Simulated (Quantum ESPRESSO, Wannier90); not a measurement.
# Ir (fcc (Cu type)), plane waves to Wannier functions

```xyz
1
Lattice="0.0000 1.9270 1.9270 1.9270 0.0000 1.9270 1.9270 1.9270 0.0000" Properties=species:S:1:pos:R:3 pbc="T T T"
Ir     0.0000     0.0000     0.0000
```

Materials Project entry mp-101; symmetrised, unrelaxed at this level. This is the element's usual structure. Level: PBEsol, spinors with spin-orbit coupling; pw.x of Quantum ESPRESSO at 55 Ry with PseudoDojo potentials, 10×10×10 k-points, Wannier90. Density: 18×18×18 mesh, cold smearing 0.01 Ry.

A tight-binding model is made by disentanglement and projection with no localisation steps (num_iter = 0), so the 18 orbitals stay atom-like: hydrogen-like Ir: s;p;d, axes along x, y, z; frozen window up to 1.50 eV relative to the Fermi level. It follows pw.x to 3.0 meV rms for states up to 1.0 eV relative to the Fermi level. Matrix elements depend on this choice of orbitals and windows.

Problem. What are the on-site energies relative to the Fermi level, and how fast do the hoppings decay?

Solution. 
```tsv
atom	orbitals	energy (eV)
Ir1	s↑ s↓	4.90
Ir1	pz↑ pz↓ px↑ px↓ py↑ py↓	13.38
Ir1	dz2↑ dz2↓ dx2-y2↑ dx2-y2↓	-2.46
Ir1	dxz↑ dxz↓ dyz↑ dyz↓ dxy↑ dxy↓	-2.50
```

```json
[
 {"distance of the centres (Å)": "2–3", "largest modulus (eV)": "2.1"},
 {"distance of the centres (Å)": "3–4", "largest modulus (eV)": "0.37"},
 {"distance of the centres (Å)": "4–5", "largest modulus (eV)": "0.20"},
 {"distance of the centres (Å)": "5–6", "largest modulus (eV)": "0.039"},
 {"distance of the centres (Å)": "6–7", "largest modulus (eV)": "0.090"},
 {"distance of the centres (Å)": "7–8", "largest modulus (eV)": "0.015"},
 {"distance of the centres (Å)": "8–9", "largest modulus (eV)": "0.028"},
 {"distance of the centres (Å)": "9–10", "largest modulus (eV)": "0.0094"},
 {"distance of the centres (Å)": "10–11", "largest modulus (eV)": "0.0057"}
]
```

Effective spin-orbit constants λ of λ L·S, from the same-site elements px↑–py↑ (λ/2) and dx2-y2↑–dxy↑ (λ), where they are among the larger elements: Ir1 p 1.6 eV, Ir1 d 0.53 eV.
